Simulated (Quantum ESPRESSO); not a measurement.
# Strain and stress in In6NbTa

These are calculations, not measurements. They come from Quantum ESPRESSO 7.5, a public plane-wave density functional program. Each row is one single-point run on a made-up periodic cell of eight metal atoms, with elements, volume, strain and displacements drawn at random and not relaxed, so a cell may be unstable or far from any real phase. There is no spin polarisation or spin-orbit coupling.

Settings: PBE unless stated; PseudoDojo standard norm-conserving files; Fermi-Dirac width 0.25 eV, which means electrons at about 2900 K; cutoff 1116 eV; 8 x 5 x 3 k mesh shifted half a step off Gamma. E is the free energy of the whole cell (internal energy minus TS), so a -TS column is already part of it. Stress is positive in tension, and the pressure P is minus a third of its trace.

Checks: one run of this series was repeated at a higher cutoff and on a denser mesh, which moved values by no more than 0.009 eV, 0.24 GPa and 0.019 eV/Å, and a second program with other atomic files agreed on it to 2 % rms in force and 0.5 GPa in pressure. Known limits: heavy elements are run without spin-orbit coupling, which real alloys of them have; a spin test at this wide smearing found no moment, but such smearing suppresses magnetism that the real alloy may have.

The lattice is hexagonal close-packed, and the cell vectors in Å are (-3.125, 0.006, 0.000); (-0.011, 5.412, 0.000); (1.568, -2.709, -10.459), a volume of 176.86 Å³ in run 4. The elements on sites 1 to 8 are In In In Nb Ta In In In. Each run adds a shear e (the xy component of the symmetric strain tensor) to one drawn cell, with the atoms carried along. E is counted from run 4.

| run | e (%) | s_xx (GPa) | s_yy (GPa) | s_zz (GPa) | s_xy (GPa) | P (GPa) | E (meV) |
|---|---|---|---|---|---|---|---|
| 1 | -1.74 | -1.21 | -2.80 | -2.22 | -0.94 | 2.08 | 22.2 |
| 2 | -1.46 | -1.19 | -2.74 | -2.20 | -0.82 | 2.04 | 16.4 |
| 3 | -0.43 | -1.14 | -2.62 | -2.12 | -0.41 | 1.96 | 2.0 |
| 4 | -0.20 | -1.14 | -2.61 | -2.10 | -0.33 | 1.95 | 0.0 |
| 5 | 0.23 | ? | ? | ? | ? | ? | ? |
| 6 | 1.22 | -1.13 | -2.70 | -2.00 | 0.22 | 1.94 | -1.3 |
| 7 | 2.40 | -1.18 | -2.97 | -1.92 | 0.76 | 2.02 | 12.2 |

## Worked fit

A parabola through the runs shown gives s_xy = -0.26 + 0.400 e + 0.008 e² GPa with e in per cent, an error of 0.006 on the linear term and a scatter of 0.02 GPa. The atoms are clamped and the cell is already under stress, so the slope belongs to this path and is not an elastic constant of a real alloy.

## Withheld run

Question: what s_xy should run 5 give?

The fit gives -0.17 ± 0.02 GPa. The calculation gave -0.17 GPa.
